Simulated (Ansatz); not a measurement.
A trial structure of YAlC4N4 was built thus: stacked square cyanide-bridged sheets (Cmmm, No. 65). Its size is a rough estimate.

```cif
data_structure
_symmetry_space_group_name_H-M 'Cmmm'
_symmetry_Int_Tables_number 65
_cell_length_a 6.7624
_cell_length_b 7.4317
_cell_length_c 7.4317
_cell_angle_alpha 90.000
_cell_angle_beta 90.000
_cell_angle_gamma 90.000
_cell_volume 373.49
loop_
_atom_site_label
_atom_site_type_symbol
_atom_site_symmetry_multiplicity
_atom_site_Wyckoff_symbol
_atom_site_fract_x
_atom_site_fract_y
_atom_site_fract_z
_atom_site_occupancy
Y1 Y 2 c 0.50000 0.00000 0.50000 1
Al1 Al 2 a 0.00000 0.00000 0.00000 1
C1 C 8 n 0.50000 0.32160 0.82160 1
N1 N 8 n 0.50000 0.21028 0.71028 1
```

These are results of DFT PBE, scalar-relativistic, plane waves, PAW in Ansatz, not measurements. Cutoff 420 eV, Gaussian smearing, Γ-centred meshes. Cell and atoms relax first on a coarse mesh and then on a finer one. In between, the cell is made exact in the group found at 0.06 Å. In metals the finer mesh still leaves noise of several meV/atom or more. The steps can't lower the symmetry of their start. No spin polarisation in the relaxation; trial moments died out in a coarse test.

A guess keeps its type if space group and coordination stay and the shape of the cell changes little (axis ratios within about 15 %, angles within 6°); the volume may change.

Problem. Does this structure survive the relaxation?

Solution. It keeps its type. The symmetry stays Cmmm (No. 65). The volume per atom grows by 20.5 %, from 18.7 to 22.5 Å³. The shortest distance goes from 1.17 Å (C–N) to 1.18 Å (C–N). Counting neighbours within 15 % of an atom's shortest distance, the start has Al 4, C 1, N 1, Y 4 and the end Al 4, C 1, N 1, Y 4.

Energies over the elements count from the elements' standard structures at the same level (N₂ as a molecule), with no fitted energy shifts.

Problem. At what energy does it end?

Solution. +0.13 eV/atom. A positive value: parting into the elements would lower its energy.

The last run used an 8×8×6 mesh (in the run's order of axes) for its 10-atom cell and Gaussian smearing of 0.10 eV. No dispersion correction is applied, so the spacing and binding between layers, chains or molecules are poorly described. The reference form of C is held partly by dispersion forces, which this level lacks. A later test with randomly moved atoms led to a structure 122 meV/atom lower, so this end is a saddle point or a shallow minimum.
